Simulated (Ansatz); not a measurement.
The geometry is COD entry 1531103, unchecked; take it as a test cell.

An input for Ba$_{2}$FeWO$_{6}$ and the output that it gave: DFT, LDA, all-electron LAPW, scalar-relativistic (Ansatz 0.2.0).

Command: `ansatz run input.yaml --threads 4 --pin off --max-ram 16384MiB --backend cpu --events-out ev --progress --plain --runs-dir out` The run took 10 min on 4 threads of Arm Neoverse V1 (shared host), peak memory 3.3 GiB.

```yaml
crystal:
  lattice:
    - [-2.8724, 2.8724, 4.0555]
    - [2.8724, -2.8724, 4.0555]
    - [2.8724, 2.8724, -4.0555]
  atoms:
    - { symbol: Ba, position: [0.75, 0.25, 0.5] }
    - { symbol: Ba, position: [0.25, 0.75, 0.5] }
    - { symbol: Fe, position: [0.5, 0.5, 0.0], spin: 3.0 }
    - { symbol: W, position: [0.0, 0.0, 0.0] }
    - { symbol: O, position: [0.239, 0.239, 0.478] }
    - { symbol: O, position: [0.239, 0.761, 0.0] }
    - { symbol: O, position: [0.761, 0.761, 0.522] }
    - { symbol: O, position: [0.761, 0.239, 0.0] }
    - { symbol: O, position: [0.236, 0.236, 0.0] }
    - { symbol: O, position: [0.764, 0.764, 0.0] }
magnetization:
  spin_polarized: true
kpoints:
  mp_grid: { grid: [7, 7, 7] }
  band_path:
    path:
      - [0.0, 0.0, 0.0]
      - [0.0, 0.0, 0.5]
      - [0.25, 0.25, 0.25]
      - [0.0, 0.5, 0.0]
      - [0.0, 0.0, 0.0]
      - [0.5, 0.5, -0.5]
      - [0.3754125601, 0.6245874399, -0.3754125601]
      - [-0.3754125601, 0.3754125601, 0.3754125601]
      - [0.0, 0.0, 0.0]
    npoints: 14
scf:
  occupations: { method: fermi_dirac, width: 0.05 }
hamiltonian:
  xc: lda
  pseudopotentials: { kind: all_electron, lapw: { basis_error: 0.001 } }
output:
  forces: true
  stress: true
  eigenvalues: true
  populations: true
  dos: { projected: true, de: 0.2, e_range: [-14, 8] }
```

Output:

```
Ba: projections on atomic orbitals take those of the free atom 1s2 2s2 2p6 3s2 3p6 3d10 4s2 4p6 4d10 5s2 5p6 6s2, of charge +0.00 (hamiltonian.pseudopotentials.projection_atoms)
Fe: projections on atomic orbitals take those of the free atom 1s2 2s2 2p6 3s2 3p6 3d6 4s2, of charge +0.00 (hamiltonian.pseudopotentials.projection_atoms)
W: projections on atomic orbitals take those of the free atom 1s2 2s2 2p6 3s2 3p6 3d10 4s2 4p6 4d10 4f14 5s2 5p6 5d4 6s2, of charge +0.00 (hamiltonian.pseudopotentials.projection_atoms)
O: projections on atomic orbitals take those of the free atom 1s2 2s2 2p4, of charge +0.00 (hamiltonian.pseudopotentials.projection_atoms)
LAPW: plane waves up to 11.543 Å⁻¹, error target 1.0e-3 eV per atom; small_component_spin mean_spin; O in spheres of 0.813 Å, 8 of its electrons in bands, Dirac shells []; Fe in spheres of 1.101 Å, 16 of its electrons in bands, Dirac shells []; Ba in spheres of 1.101 Å, 28 of its electrons in bands, Dirac shells []; W in spheres of 1.101 Å, 46 of its electrons in bands, Dirac shells []
Engine: ansatz 0.2.0
Pseudopotentials: kind: all_electron
Pseudopotential: Ba, LAPW, valence charge 28, Koelling and Harmon's equation, gaussian nucleus
Pseudopotential: Fe, LAPW, valence charge 16, Koelling and Harmon's equation, gaussian nucleus
Pseudopotential: W, LAPW, valence charge 46, Koelling and Harmon's equation, gaussian nucleus
Pseudopotential: O, LAPW, valence charge 8, Koelling and Harmon's equation, gaussian nucleus
Functional definition: SPW92
  exchange = slater_x
  correlation = pw_c
Crystal: 10 atoms, lattice volume = 133.843 Å³
Basis set: ecut = 507.63681709832485 eV, 3479 PW (Γ), exchange–correlation at level 2
Bands: 102, of which v1, the nominal top of the filled ones, is band 83 counted from 1 (82 counted from 0)
Symmetry: 16 space group operations
Space group: I4/mmm (ITA 139), of the structure as read, at distance tolerance 5.1e-5 Å
Magnetic group: BNS 139.531 (UNI 1191), of the structure as read, at distance tolerance 5.1e-5 Å
k-points: 40 of 343
Non-local potential: Ba, projectors of the file, none
Non-local potential: Fe, projectors of the file, none
Non-local potential: W, projectors of the file, none
Non-local potential: O, projectors of the file, none
Initial density: superposition of atomic densities (chi_scale 0.1, normalization cell, long waves kept (reshape's long-wave potential 0.01 eV rms))
Starting moments: Σ|m| = 3 μB on 1 of 10 sites
Initial wavefunctions: plane waves of lowest kinetic energy (no species holds an atomic orbital)
Functional: x = slater, c = lda
iter 1 solved again at ethr=1.61e-2 eV; its pass at ethr=1.00e-1 eV (dr2=2.67e1 eV) is discarded
SCF iter   1: F=—  HF=-928162.890354 eV  |F-HF|=—  |Δ(HF+E_count)|=         —  Δρ=6.64e-2 (↑6.64e-2 ↓6.59e-2)  dr2=2.66e1  dr2_m=3.30e-1  M=4.000 μB ∫|m|=4.076 μB  β_m=0.30  ethr=1.61e-2  ⟨swp⟩=2.0  Hψ=52853  notcnv=0
Mixer restart at iter 1: flushing history
preconditioner: auto → Kerker (q_TF=auto, 2.828 Å⁻¹)  [metal: Δε(μ)=0.016 eV  Ē_g=18.159 eV  σ=0.050 eV  W_gap=0.08  n_scr=58 (ndim 8)  ℏωp=29.4 eV  f_vac=0.000  D(μ)=5.19/eV (n_scr^D=50)]
spin=Collinear: Kerker preconditioning applied to the charge; magnetization (m = ρ↑ − ρ↓) channel mixes plain (no charge-response kernel on spin).
SCF iter   2: F=—  HF=-928154.761476 eV  |F-HF|=—  |Δ(HF+E_count)|=    8.13e0  Δρ=3.24e-2 (↑3.24e-2 ↓3.10e-2)  dr2=6.10e0  dr2_m=1.53e-1  M=4.000 μB ∫|m|=4.143 μB  β_m=0.38  ethr=1.60e-2  ⟨swp⟩=2.7  Hψ=24348  notcnv=0
SCF iter   3: F=—  HF=-928153.404195 eV  |F-HF|=—  |Δ(HF+E_count)|=    1.36e0  Δρ=1.41e-2 (↑1.41e-2 ↓1.37e-2)  dr2=1.07e0  dr2_m=4.02e-2  M=4.000 μB ∫|m|=4.238 μB  β_m=0.61  ethr=3.68e-3  ⟨swp⟩=2.7  Hψ=25373  notcnv=0
iter 4 solved again at ethr=5.70e-5 eV; its pass at ethr=6.47e-4 eV (dr2=9.46e-2 eV) is discarded
SCF iter   4: F=—  HF=-928153.174642 eV  |F-HF|=—  |Δ(HF+E_count)|=         —  Δρ=4.00e-3 (↑3.84e-3 ↓4.00e-3)  dr2=9.46e-2  dr2_m=2.62e-3  M=4.000 μB ∫|m|=4.247 μB  β_m=0.55  ethr=5.70e-5  ⟨swp⟩=2.0  Hψ=42754  notcnv=0
the basis was enlarged: its passes take 811.0 KiB over the memory plan, 4 of 4 planned eigensolver slots
SCF iter   5: F=—  HF=-928153.140485 eV  |F-HF|=—  |Δ(HF+E_count)|=   3.42e-2  Δρ=2.82e-3 (↑2.82e-3 ↓2.49e-3)  dr2=6.19e-2  dr2_m=1.68e-4  M=4.000 μB ∫|m|=4.317 μB  β_m=0.56  ethr=5.70e-5  ⟨swp⟩=3.0  Hψ=25664  notcnv=0
SCF iter   6: F=—  HF=-928153.129590 eV  |F-HF|=—  |Δ(HF+E_count)|=   1.09e-2  Δρ=1.43e-3 (↑1.28e-3 ↓1.43e-3)  dr2=1.20e-2  dr2_m=4.56e-4  M=4.000 μB ∫|m|=4.294 μB  β_m=0.66  ethr=3.73e-5  ⟨swp⟩=3.0  Hψ=24988  notcnv=0
SCF iter   7: F=—  HF=-928153.129784 eV  |F-HF|=—  |Δ(HF+E_count)|=   1.95e-4  Δρ=5.99e-4 (↑5.97e-4 ↓5.99e-4)  dr2=5.47e-3  dr2_m=5.46e-6  M=4.000 μB ∫|m|=4.308 μB  β_m=0.54  ethr=7.25e-6  ⟨swp⟩=2.4  Hψ=24981  notcnv=0
SCF iter   8: F=—  HF=-928153.126063 eV  |F-HF|=—  |Δ(HF+E_count)|=   3.72e-3  Δρ=3.04e-4 (↑3.04e-4 ↓2.86e-4)  dr2=1.21e-3  dr2_m=7.23e-7  M=4.000 μB ∫|m|=4.305 μB  β_m=0.77  ethr=3.29e-6  ⟨swp⟩=2.4  Hψ=24754  notcnv=0
SCF iter   9: F=—  HF=-928153.125642 eV  |F-HF|=—  |Δ(HF+E_count)|=   4.21e-4  Δρ=9.07e-5 (↑8.94e-5 ↓9.07e-5)  dr2=7.10e-5  dr2_m=4.24e-6  M=4.000 μB ∫|m|=4.305 μB  β_m=0.88  ethr=7.30e-7  ⟨swp⟩=2.6  Hψ=24902  notcnv=0
SCF iter  10: F=—  HF=-928153.125624 eV  |F-HF|=—  |Δ(HF+E_count)|=   1.85e-5  Δρ=4.55e-5 (↑4.53e-5 ↓4.55e-5)  dr2=1.30e-5  dr2_m=4.83e-8  M=4.000 μB ∫|m|=4.306 μB  β_m=0.80  ethr=4.28e-8  ⟨swp⟩=2.8  Hψ=24926  notcnv=0
SCF iter  11: F=—  HF=-928153.125624 eV  |F-HF|=—  |Δ(HF+E_count)|=   3.43e-7  Δρ=5.02e-5 (↑4.52e-5 ↓5.02e-5)  dr2=1.46e-5  dr2_m=7.41e-8  M=4.000 μB ∫|m|=4.306 μB  β_m=0.61  ethr=7.86e-9  ⟨swp⟩=3.0  Hψ=26077  notcnv=0
SCF iter  12: F=—  HF=-928153.125618 eV  |F-HF|=—  |Δ(HF+E_count)|=   6.42e-6  Δρ=8.91e-6 (↑8.15e-6 ↓8.91e-6)  dr2=7.01e-7  dr2_m=3.53e-9  M=4.000 μB ∫|m|=4.306 μB  β_m=0.78  ethr=7.86e-9  ⟨swp⟩=3.0  Hψ=25141  notcnv=0
SCF iter  13: F=—  HF=-928153.125617 eV  |F-HF|=—  |Δ(HF+E_count)|=   6.95e-8  Δρ=3.18e-6 (↑3.13e-6 ↓3.18e-6)  dr2=9.66e-8  dr2_m=1.78e-10  M=4.000 μB ∫|m|=4.306 μB  β_m=0.76  ethr=4.22e-10  ⟨swp⟩=2.0  Hψ=24439  notcnv=0
SCF iter  14: F=-928153.125617 eV  HF=-928153.125617 eV  |F-HF|=6.40e-9  |Δ(HF+E_count)|=   3.67e-8  Δρ=1.31e-6 (↑1.21e-6 ↓1.31e-6)  dr2=1.06e-8  dr2_m=1.02e-10  M=4.000 μB ∫|m|=4.306 μB  ethr=5.82e-11  ⟨swp⟩=3.0  Hψ=24602  notcnv=0
SCF 1 converged in 14 iterations: F = -928153.125617 eV  dr2 = 1.06e-8
NSCF: frozen V_eff on 113 k-points
SCF converged after 14 iterations
Magnetization: 4.0000 μB (85.0000 up, 81.0000 down)
Absolute magnetization: 4.3060 μB (∫|ρ↑−ρ↓|)
Spin contamination: 0.1233 ħ² per cell (⟨S²⟩ above its minimum at these occupations)
Per-site moments (μB) at R_I (Å): [(-0.0032045059937395592, 1.100831700954395), (-0.0032045059937395592, 1.100831700954395), (3.5803442213073495, 1.100831700954395), (-0.07464853063359556, 1.100831700954395), (0.07016955376365397, 0.8133642705218618), (0.07016955376365397, 0.8133642705218618), (0.07016955376365397, 0.8133642705218618), (0.07016955376365397, 0.8133642705218618), (0.06710906291402274, 0.8133642705218618), (0.06710906291402274, 0.8133642705218618)]
Free energy (F): -928153.125617 eV
Harris-Foulkes:  -928153.125617 eV  (|F-HF|=6.40e-9)
Internal energy: -928153.102418 eV  (E = F + TS)
E sigma→0 (E₀):  -928153.114018 eV
Entropy (-TS):   -0.023199 eV (-2.320 meV/atom)
Fermi energy:    14.922191 eV
--- Per-component energies (eV) ---
  E_band       = -16192.507930
  E_kinetic    = 1009940.852491
  E_xc         = -21804.248898
  E_electrostatic = -1916289.706011  (all electrons and nuclei)
  E_smearing   = -0.023199  (= −TS)
  E_closure    = 0.000000  (closes the sum)
  E_atoms      = -928066.586290  (free atoms, spherical and without spin; not in F)
  Σ components = -928153.125617   (vs F -928153.125617, Δ=0.00e0)
  Basis errors (estimates in eV, not in F): energy 3.6e-4 per atom: plane waves 3.3e-4 (2.0e-4 summed), levels above the bands 1.1e-69, relativity 1.5e-8, radial functions 3.3e-5, core shells 1.7e-7; eigenvalues (radial functions only) 1.3e-5; not estimated: angular momenta, meshes, grids; target (lapw.basis_error) 1.0e-3; muffin-tin radii O 0.813 Å, Fe 1.101 Å, Ba 1.101 Å, W 1.101 Å
--- Forces (eV/Å), atoms counted from 1 ---
  atom   1  Ba    -0.00000000     0.00000000     0.00000000
  atom   2  Ba     0.00000000    -0.00000000     0.00000000
  atom   3  Fe    -0.00000000     0.00000000    -0.00000000
  atom   4  W      0.00000000     0.00000000     0.00000000
  atom   5  O      0.14825346     0.14825346     0.00000000
  atom   6  O     -0.14825346     0.14825346     0.00000000
  atom   7  O     -0.14825346    -0.14825346     0.00000000
  atom   8  O      0.14825346    -0.14825346     0.00000000
  atom   9  O     -0.00000000     0.00000000     0.68032424
  atom  10  O     -0.00000000    -0.00000000    -0.68032424
  max |Σ_I F_I| component: 2.22e-16 eV/Å
--- Stress (GPa, compression-positive) ---
       -8.039484       0.000000       0.000000
        0.000000      -8.039484      -0.000000
        0.000000      -0.000000      -6.075421
  P = ⅓ Tr σ = -7.3848 GPa (-73.848 kbar)
--- Band table (eV; the first three rows and the last of 80) ---
  k-point 0 ↑: bands = ["-549.7741", "-487.4848", "-487.4848", "-487.4487", "-487.4487", "-487.4487", "-487.4487", "-404.2812", "-404.2812", "-404.2778", "-221.0591", "-221.0591", "-219.8934", "-219.8913", "-219.8913", "-219.8874", "-219.8831", "-158.4425", "-158.4425", "-158.4425", "-158.4425", "-158.4419", "-158.4419", "-74.1465", "-67.5783", "-67.5782", "-67.5778", "-67.5777", "-67.5759", "-67.5759", "-67.5753", "-67.5753", "-67.5752", "-67.5752", "-61.2016", "-40.5654", "-40.5654", "-40.5619", "-25.5379", "-25.4993", "-25.4993", "-15.5032", "-15.5031", "-15.5031", "-15.4899", "-15.4885", "-15.4880", "-15.4880", "-12.1417", "-11.9166", "-4.4166", "-3.7278", "-3.6455", "-3.1563", "-3.1272", "-3.1272", "2.0287", "2.0287", "2.0314", "2.7155", "2.7155", "2.7267", "7.0870", "7.8036", "7.8559", "9.3234", "9.3234", "9.4019", "10.0353", "10.0353", "10.0654", "11.3435", "11.3435", "11.3821", "11.6463", "11.6463", "11.6591", "12.1511", "12.1511", "12.1708", "12.4751", "12.4751", "12.4869", "12.8150", "12.8804", "16.2102", "16.2925", "16.2925", "17.5402", "17.5486", "18.7893", "19.0588", "19.0929", "19.0929", "21.1265", "21.1352", "21.1352", "22.1985", "22.4664", "22.5049", "22.7025", "22.7240"]
  k-point 1 ↑: bands = ["-549.7741", "-487.4848", "-487.4848", "-487.4487", "-487.4487", "-487.4487", "-487.4487", "-404.2812", "-404.2812", "-404.2778", "-221.0591", "-221.0591", "-219.8934", "-219.8913", "-219.8913", "-219.8874", "-219.8831", "-158.4425", "-158.4425", "-158.4425", "-158.4425", "-158.4419", "-158.4419", "-74.1465", "-67.5783", "-67.5782", "-67.5778", "-67.5777", "-67.5759", "-67.5759", "-67.5753", "-67.5753", "-67.5752", "-67.5752", "-61.2016", "-40.5654", "-40.5654", "-40.5619", "-25.5379", "-25.4994", "-25.4993", "-15.5032", "-15.5031", "-15.5031", "-15.4899", "-15.4885", "-15.4880", "-15.4880", "-12.1232", "-11.9275", "-4.4319", "-3.7376", "-3.6794", "-3.1879", "-3.1596", "-3.1525", "2.1416", "2.1457", "2.1929", "2.7428", "2.7540", "2.7725", "7.2277", "7.8143", "8.0182", "9.0964", "9.2653", "9.3515", "9.6106", "9.9882", "10.0214", "10.9317", "10.9536", "11.1919", "11.5523", "11.6517", "11.7995", "11.8285", "12.1919", "12.2112", "12.4166", "12.4465", "12.4660", "12.8309", "13.4485", "16.2217", "16.2697", "16.3543", "17.8747", "17.9080", "19.1142", "19.2429", "19.4836", "19.5243", "21.0325", "21.2690", "21.2832", "21.8575", "21.8754", "22.4474", "22.6484", "22.8037"]
  k-point 2 ↑: bands = ["-549.7741", "-487.4848", "-487.4848", "-487.4487", "-487.4487", "-487.4487", "-487.4487", "-404.2812", "-404.2812", "-404.2778", "-221.0591", "-221.0591", "-219.8934", "-219.8913", "-219.8913", "-219.8874", "-219.8831", "-158.4425", "-158.4425", "-158.4425", "-158.4425", "-158.4419", "-158.4419", "-74.1465", "-67.5783", "-67.5782", "-67.5778", "-67.5777", "-67.5759", "-67.5759", "-67.5753", "-67.5752", "-67.5752", "-67.5752", "-61.2016", "-40.5654", "-40.5654", "-40.5619", "-25.5379", "-25.4995", "-25.4994", "-15.5032", "-15.5031", "-15.5031", "-15.4898", "-15.4885", "-15.4880", "-15.4880", "-12.0808", "-11.9517", "-4.4977", "-3.8341", "-3.6889", "-3.2562", "-3.2295", "-3.1486", "2.4054", "2.4126", "2.6054", "2.8045", "2.8151", "2.8999", "7.2643", "7.8132", "8.2625", "8.5353", "9.0920", "9.1933", "9.4070", "9.8415", "9.8846", "10.5724", "10.6003", "10.8713", "10.9366", "11.6639", "11.6995", "11.7284", "11.8692", "11.8822", "12.4457", "12.6933", "12.7112", "12.8328", "13.6992", "16.0731", "16.4675", "16.5533", "18.6423", "18.8095", "19.0287", "20.1235", "20.5370", "20.5884", "20.8162", "21.0911", "21.5414", "21.5622", "21.5860", "22.4358", "22.7947", "22.7957"]
  k-point 39 ↓: bands = ["-549.7779", "-487.4150", "-487.4150", "-487.3761", "-487.3761", "-487.3761", "-487.3761", "-404.2850", "-404.2850", "-404.2814", "-221.0599", "-221.0599", "-219.9016", "-219.8990", "-219.8990", "-219.8876", "-219.8834", "-158.4432", "-158.4432", "-158.4432", "-158.4432", "-158.4427", "-158.4427", "-70.1045", "-67.5790", "-67.5790", "-67.5785", "-67.5785", "-67.5770", "-67.5770", "-67.5763", "-67.5763", "-67.5763", "-67.5763", "-61.2475", "-36.6517", "-36.6473", "-36.6473", "-25.5924", "-25.5555", "-25.5555", "-15.5113", "-15.5090", "-15.5090", "-15.5089", "-15.5008", "-15.5006", "-15.5006", "-12.0369", "-11.9851", "-4.3982", "-3.9646", "-3.5215", "-3.1662", "-3.1246", "-3.0068", "2.6852", "2.7265", "2.8089", "2.8927", "3.0001", "3.0462", "7.2738", "8.2015", "8.3328", "8.5413", "8.8722", "8.9812", "9.8052", "9.8975", "10.4837", "10.7257", "10.7572", "11.3282", "11.4178", "11.4668", "11.5720", "11.5822", "11.7411", "12.4996", "14.4703", "15.3646", "15.3724", "16.1856", "16.2948", "16.3468", "16.7207", "16.7406", "19.2312", "19.5950", "20.0978", "20.4941", "20.7062", "20.7609", "21.6205", "21.8350", "22.0572", "22.1329", "22.1361", "22.3086", "22.3122", "22.6315"]
--- Löwdin populations: 10 sites ---
  site symbol       q [e]    m [muB]
     0     Ba     54.2552    -0.0041
     1     Ba     54.2552    -0.0041
     2     Fe     24.7613     3.6305
     3      W     72.4399    -0.1281
     4      O      8.9090     0.0876
     5      O      8.9090     0.0876
     6      O      8.9090     0.0876
     7      O      8.9090     0.0876
     8      O      8.8929     0.0825
     9      O      8.8929     0.0825
  spilling = 0.003334 (of n_electrons = 260.000000)
```

Semilocal functionals without U often leave such compounds metallic or with too small a gap, and the real magnetic order may differ.

The magnetic state is the one reached from the start moments; no search over orders was made, so it needn't be the ground state.
